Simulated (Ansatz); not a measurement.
## rocksalt-structured AuS

Computed with Ansatz (plane waves, PAW, 420 eV cutoff): PBEsol, scalar-relativistic, no spin polarisation, Γ-centred 10×10×10 mesh, 0.05 eV Gaussian smearing. The datasets are Ansatz's generated set soft_2.

```xyz
2
Lattice="0.0000 2.5886 2.5886 2.5886 0.0000 2.5886 2.5886 2.5886 0.0000" Properties=species:S:1:pos:R:3 pbc="T T T"
Au    2.5886    2.5886    2.5886
S     0.0000    0.0000    0.0000
```

The structure was built from a prototype; whether the compound forms in it isn't claimed.

The cell has space group Fm-3m (read at 0.01 Å). In it the stress is 0.00, 0.00, 0.00, 0.00, 0.00, 0.00 GPa and the largest force component 0.000 eV/Å. Each change below starts from this cell, without further relaxation. Stress is in GPa, positive in compression, in the order xx, yy, zz, yz, xz, xy; energies are counted from the cell above and are free energies with the smearing's entropy, which match forces and stress in a metal.

Question: What happens when atom 1 (Au) is moved by 0.02 Å along y?

Answer: The energy changes by 1.2 meV per cell, and the force on it along the shift is -0.121 eV/Å (−F/u = 6.06 eV/Å²). Stress: 0.00, 0.05, 0.00, 0.00, 0.00, 0.00.
| atom | Fx (eV/Å) | Fy | Fz |
| --- | --- | --- | --- |
| Au1 | 0.000 | -0.121 | 0.000 |
| S2 | 0.000 | 0.121 | 0.000 |
In a harmonic crystal the energy would rise by −½F·u = ½ × 6.06 × 0.02² eV = 1.2 meV, which matches.

Question: A single strain component, atoms carried along, gave the stress -1.55, -1.03, -1.03, 0.00, 0.00, 0.00. Which component, and about how large?

Answer: An engineering strain of 1 % in xx; the energy changes by 1.6 meV per cell.

No spin–orbit coupling, a notable omission for heavy elements. The cell is a metal with an odd number of electrons, and spin polarisation wasn't tried.
